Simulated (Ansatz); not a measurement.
A trial cell of K2ScZnC6N6, before relaxation:

```
K Sc Zn C N
1.0
     0.00000    5.19950    5.19950
     5.19950    0.00000    5.19950
     5.19950    5.19950    0.00000
K Sc Zn C N
2 1 1 6 6
Cartesian
  2.5997 2.5997 2.5997
  7.7992 7.7992 7.7992
  0.0000 0.0000 0.0000
  5.1995 5.1995 5.1995
  2.0220 5.1995 5.1995
  5.1995 2.0220 5.1995
  5.1995 5.1995 2.0220
  8.3770 5.1995 5.1995
  5.1995 8.3770 5.1995
  5.1995 5.1995 8.3770
  3.1920 5.1995 5.1995
  5.1995 3.1920 5.1995
  5.1995 5.1995 3.1920
  7.2070 5.1995 5.1995
  5.1995 7.2070 5.1995
  5.1995 5.1995 7.2070
```

These are results of DFT PBE, scalar-relativistic, plane waves, PAW (Ansatz), not measurements. Cutoff 420 eV, Gaussian smearing, Γ-centred meshes. Cell and atoms relax first on a coarse mesh and then on a finer one. In between, the cell is made exact in the group found at 0.06 Å. In metals the finer mesh still leaves noise of several meV/atom or more. The steps can't lower the symmetry of their start. Collinear spin is switched on along the way, since trial moments persisted in a coarse test.

A guess keeps its type if space group and coordination stay and the shape of the cell changes little (axis ratios within about 15 %, angles within 6°); the volume may change.

Question: Will the relaxed cell still be of the starting type?

Answer: It keeps its type. The symmetry stays Fm-3m (No. 225). The volume per atom grows by 26.3 %, from 17.6 to 22.2 Å³. The shortest distance stays 1.17 Å (C–N). Counting neighbours within 15 % of an atom's shortest distance, the start has C 1, K 24, N 1, Sc 6, Zn 6 and the end C 1, K 24, N 1, Sc 6, Zn 6.

The last run used collinear spin, a 6×6×6 mesh for its 16-atom cell and Gaussian smearing of 0.10 eV. The magnetic state reached may not be the lowest. Symmetry constrained the relaxation, so the result can be a saddle point.
